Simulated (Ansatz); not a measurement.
Ansatz (a program for electronic structure) input:

Ansatz 0.2 input:
```yaml
crystal:
  lattice:
    - [6.2743690453, 0.0, 0.0]
    - [0.0, 3.5330626124, 0.0]
    - [-0.0469389854, 0.0, 7.1341107741]
  atoms:
    - { symbol: V, position: [0.742460275, 0.25, 0.7212274589] }
    - { symbol: V, position: [0.257539725, 0.75, 0.2787725411] }
    - { symbol: V, position: [0.1958306035, 0.25, 0.9003900336] }
    - { symbol: V, position: [0.8041693965, 0.75, 0.0996099664] }
    - { symbol: O, position: [0.7386553928, 0.75, 0.8067162912] }
    - { symbol: O, position: [0.2613446072, 0.25, 0.1932837088] }
    - { symbol: O, position: [0.0368028771, 0.25, 0.7022842957] }
    - { symbol: O, position: [0.9631971229, 0.75, 0.2977157043] }
    - { symbol: O, position: [0.4386617255, 0.25, 0.8241221325] }
    - { symbol: O, position: [0.5613382745, 0.75, 0.1758778675] }
    - { symbol: O, position: [0.1468215744, 0.75, 0.9674183405] }
    - { symbol: O, position: [0.8531784256, 0.25, 0.0325816595] }
    - { symbol: O, position: [0.6786025173, 0.25, 0.509874098] }
    - { symbol: O, position: [0.3213974827, 0.75, 0.490125902] }
kpoints:
  mp_grid: { grid: [5, 8, 4] }
hamiltonian:
  xc: r2scan
  dispersion: d4
  pseudopotentials: { azcp: { folder: ./paw }, kind: paw }
scf:
  occupations: { method: fixed }
checkpoint: { read: static.run }
output: { write_density: true, elf: true, volumetric_format: npy }
basis: { fft_grid_basis: typed }
```

Output (shortened):

```
Pseudopotentials: kind: paw
Pseudopotential: V, paw, valence charge 13
Pseudopotential: O, paw, valence charge 6
Functional definition: r2SCAN
Crystal: 14 atoms, lattice volume = 158.147 Å³
Basis set: ecut = 500 eV, 4035 PW (Γ), exchange–correlation on 192×108×216 points (64 copies of the dense FFT grid, shifted against one another)
Bands: 70, of which v1, the nominal top of the filled ones, is band 56 counted from 1 (55 counted from 0)
Symmetry: 4 space group operations
Space group: P21/m (ITA 11), of the structure as read, at distance tolerance 5.4e-5 Å
k-points: 55 of 160
PAW frozen core: V, regenerated for the run's functional
PAW frozen core: O, regenerated for the run's functional
Initial density: read from a saved state, or passed on in memory by an earlier SCF of this step, an earlier step, the calling program or the single point that …
Stability of the state it starts from, as read at its close in the unpolarized treatment …
Initial wavefunctions: pseudopotential atomic-orbital guess
Eigensolver: davidson
Functional: x = r2scan, c = r2scan; τ floored in thin density (d = 2e-4 eV/Å³)
iter 1 solved again at ethr=4.11e-8 eV; its pass at ethr=3.10e-3 eV (dr2=4.61e-5 eV) is discarded
SCF iter   1: F=—  HF=-17363.412143 eV  |F-HF|=—  |Δ(HF+E_count)|=         —  Δρ=4.74e-7  dr2=2.98e-10  dr2_τ=5.02e-11  ethr=4.11e-8  ⟨swp⟩=4.0  Hψ=21432  notcnv=0  defer=660
all-band conjugate gradients solve this SCF's bands
preconditioner: auto → Resta (q_TF=auto, 2.576 Å⁻¹)
SCF iter   2: F=-17363.412143 eV  HF=-17363.412143 eV  |F-HF|=3.49e-10  |Δ(HF+E_count)|=   2.35e-7  Δρ=5.38e-7  dr2=3.83e-10  dr2_τ=8.07e-11  ethr=1.00e-12  ⟨swp⟩=10.1  Hψ=15988  notcnv=0
SCF 1 converged in 2 iterations: F = -17363.412143 eV  dr2 = 3.83e-10
SCF converged after 2 iterations
Free energy (F): -17363.412143 eV
Harris-Foulkes:  -17363.412143 eV  (|F-HF|=3.49e-10)
Internal energy: -17363.412143 eV  (E = F + TS)
E sigma→0 (E₀):  -17363.412143 eV
Fermi energy:    5.434473 eV
--- Per-component energies (eV) ---
  E_band       = -1373.590733
  E_kinetic    = 2865.560939
  E_local      = -10701.395068  (includes V_loc(G=0)·N_el)
  E_nonlocal   = 822.696883
  E_hartree    = 4252.843180
  E_xc         = -1150.686876
  E_vxc        = -1666.041754  (∫ρ·V_xc dr)
  E_paw        = -6171.379992  (= ΣΔE_a)
  E_vpaw       = -1311.151338  (= ΣTr[D̂ρ^β])
  E_aug_tail   = 0.004729  (compensation charges beyond the density's cutoff)
  E_vtau       = 111.048069  (kinetic-family band-sum trace: ∫τ·v_τ [+ j·A + Jᵃ·Aᵃ] dr)
  E_ewald      = -7278.663777
  E_disp       = -1.009629  (pairwise vdW)
  E_core_change = -1.382532  (= ΣΔE_core)
  E_smearing   =  0.000000  (= −TS)
  E_closure    = 0.000000  (closes the sum)
  Σ components = -17363.412143   (vs F -17363.412143, Δ=0.00e0)
  [band-id]    e_kinetic+e_local+e_nonlocal+2·e_hartree+e_vxc+e_vpaw+e_augmentation_tail+e_vtau = -1373.591179   (vs E_band -1373.590733, Δ=-4.46e-4)
--- Band table (eV; the first three rows and the last of 55) ---
  k-point 0: bands = ["-61.2946", "-61.2907", "-61.0513", "-61.0511", "-34.2272", "-34.1861", "-34.0661", "-34.0372", "-33.9990", "-33.9693", "-33.9217", "-33.9085", "-33.7245", "-33.7219", "-33.6871", "-33.6866", "-13.6043", "-12.8118", "-12.3131", "-12.2802", "-12.0099", "-11.9619", "-11.8861", "-11.7925", "-11.4547", "-11.2072", "0.2696", "0.7456", "0.7538", "0.7645", "1.0745", "1.2374", "1.7060", "1.7827", "1.8844", "2.0482", "2.3320", "2.4210", "2.8651", "2.9294", "3.1958", "3.2493", "3.3987", "3.4756", "3.4888", "3.6105", "3.9963", "4.0901", "4.1017", "4.2421", "4.4127", "4.5473", "4.6070", "4.8360", "5.0997", "5.1176", "7.2959", "7.4003", "9.0131", "9.0531", "9.0544", "9.2969", "9.3958", "9.6541", "9.9611", "10.0780", "10.3072", "10.3820", "10.6607", "10.7791"]
  k-point 1: bands = ["-61.2946", "-61.2907", "-61.0513", "-61.0511", "-34.2272", "-34.1861", "-34.0661", "-34.0366", "-33.9992", "-33.9698", "-33.9217", "-33.9085", "-33.7247", "-33.7217", "-33.6872", "-33.6866", "-13.5867", "-12.8306", "-12.3365", "-12.2620", "-12.0245", "-11.9700", "-11.8645", "-11.7987", "-11.4414", "-11.2083", "0.2826", "0.6294", "0.7491", "0.9008", "1.0727", "1.2474", "1.6553", "1.8219", "1.9032", "2.0378", "2.3589", "2.4776", "2.8646", "2.8660", "3.1862", "3.2823", "3.3331", "3.5178", "3.6123", "3.6166", "3.8094", "4.0365", "4.1915", "4.1984", "4.4213", "4.4873", "4.6075", "4.8918", "5.0651", "5.0984", "7.2889", "7.4166", "9.0039", "9.0424", "9.0580", "9.3083", "9.4304", "9.6544", "9.9601", "10.0790", "10.2320", "10.4307", "10.6909", "10.7566"]
  k-point 2: bands = ["-61.2946", "-61.2907", "-61.0513", "-61.0511", "-34.2271", "-34.1862", "-34.0661", "-34.0359", "-33.9993", "-33.9704", "-33.9217", "-33.9085", "-33.7248", "-33.7216", "-33.6872", "-33.6865", "-13.5680", "-12.8516", "-12.3492", "-12.2529", "-12.0354", "-11.9785", "-11.8352", "-11.8165", "-11.4276", "-11.2097", "0.2966", "0.5769", "0.7526", "0.9645", "1.0689", "1.2577", "1.7043", "1.7182", "2.0269", "2.0795", "2.1221", "2.7434", "2.8169", "2.8881", "3.1981", "3.2654", "3.3393", "3.4249", "3.6182", "3.6527", "3.7735", "3.9123", "4.1724", "4.2682", "4.4323", "4.4548", "4.5935", "4.9889", "4.9893", "5.0636", "7.2835", "7.4314", "9.0008", "9.0360", "9.0574", "9.3067", "9.4662", "9.6571", "9.9591", "10.0800", "10.1789", "10.4631", "10.7236", "10.7413"]
  k-point 54: bands = ["-61.2905", "-61.2905", "-61.0490", "-61.0490", "-34.2020", "-34.2020", "-34.0418", "-34.0418", "-34.0034", "-34.0034", "-33.9719", "-33.9719", "-33.7553", "-33.7553", "-33.7217", "-33.7217", "-12.3679", "-12.3679", "-12.0573", "-12.0573", "-11.9479", "-11.9479", "-11.8296", "-11.8296", "-11.3026", "-11.3026", "0.4425", "0.4425", "0.7268", "0.7268", "0.8951", "0.8951", "1.2439", "1.2439", "1.7717", "1.7717", "1.9503", "1.9503", "2.2834", "2.2834", "2.7210", "2.7210", "2.9424", "2.9424", "3.5113", "3.5113", "3.7511", "3.7511", "4.1325", "4.1325", "4.4908", "4.4908", "4.7692", "4.7692", "5.3755", "5.3755", "8.3498", "8.3498", "8.7174", "8.7174", "9.0115", "9.0115", "9.2469", "9.2469", "9.4874", "9.4874", "9.7375", "9.7375", "10.5165", "10.5165"]
  band table: 70 of 70 bands, residual norms ≤ 1.0e-3 eV
```

Cost: about 40 core-seconds (a rough figure) on shared cores.

Space group P2_1/m. The workflow started from a Materials Project entry (that database holds measured and hypothetical structures alike); the Crystallography Open Database copy checked does not list it. COD files the formula under space group No. 31, 59. Whether it is the stable phase at ambient conditions was not checked. Symmetry was held in the r²SCAN+D4 relaxation; its stability against distortions is not shown here. The run is not spin-polarised. No Hubbard U is applied.

Potentials: the earlier of the program's two PAW sets. The files were generated under PBE; for other functionals the program regenerates the frozen cores, and for LDA and PBEsol the local potential too.

Ansatz is a plane-wave DFT program.
